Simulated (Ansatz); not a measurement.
Profile along the Nb–Nb line in NbAu2 (space group P6/mmm)

NbAu2 (space group P6/mmm)

```yaml
crystal:
  lattice:
    - [4.66046, 0.00000, 0.00000]
    - [-2.33023, 4.03607, 0.00000]
    - [0.00000, 0.00000, 2.74609]
  atoms:
    - { symbol: Nb, position: [0.00000, 0.00000, 0.00000] }
    - { symbol: Au, position: [0.66667, 0.33333, 0.50000] }
    - { symbol: Au, position: [0.33333, 0.66667, 0.50000] }
```

Fields along a shortest Nb–Nb line of a (-1 1 0 0) plane (2.75 Å), from Nb to Nb, interpolated on the slice's grid (step about 0.2 Å). The numbers are results of r2SCAN (plane waves to 500 eV, PAW, scalar-relativistic; Ansatz, an electronic-structure program), not measurements. k mesh 12×12×17. Near the nuclei the fields are pseudised (PAW); where an atom keeps semicore shells as valence, they peak there. NbAu2 is run without spin polarisation. NbAu2 was relaxed with its symmetry unable to fall. Spin-orbit coupling is left out, though Au is heavy.

| distance from Nb (Å) | valence electron density (e/Å³) | electron localisation function |
|---|---|---|
| 0.00 | 4.11 | x |
| 0.14 | 4.46 | x |
| 0.28 | 4.99 | x |
| 0.41 | 4.98 | x |
| 0.55 | 4.09 | 0.77 |
| 0.69 | 2.77 | 0.76 |
| 0.83 | 1.62 | 0.66 |
| 0.96 | 0.92 | 0.50 |
| 1.10 | 0.58 | 0.39 |
| 1.24 | 0.44 | 0.36 |
| 1.38 | 0.41 | 0.37 |
| 1.51 | 0.44 | 0.36 |
| 1.65 | 0.58 | 0.39 |
| 1.79 | 0.92 | 0.50 |
| 1.93 | 1.62 | 0.66 |
| 2.06 | 2.77 | 0.76 |
| 2.20 | 4.09 | 0.77 |
| 2.34 | 4.98 | x |
| 2.48 | 4.99 | x |
| 2.61 | 4.46 | x |
| 2.75 | 4.11 | x |

x: too close to a nucleus for the ELF to mean much.

Density on the Nb–Nb line (2.75 Å) at its midpoint: 0.41 e/Å³. ELF at that point: 0.37.
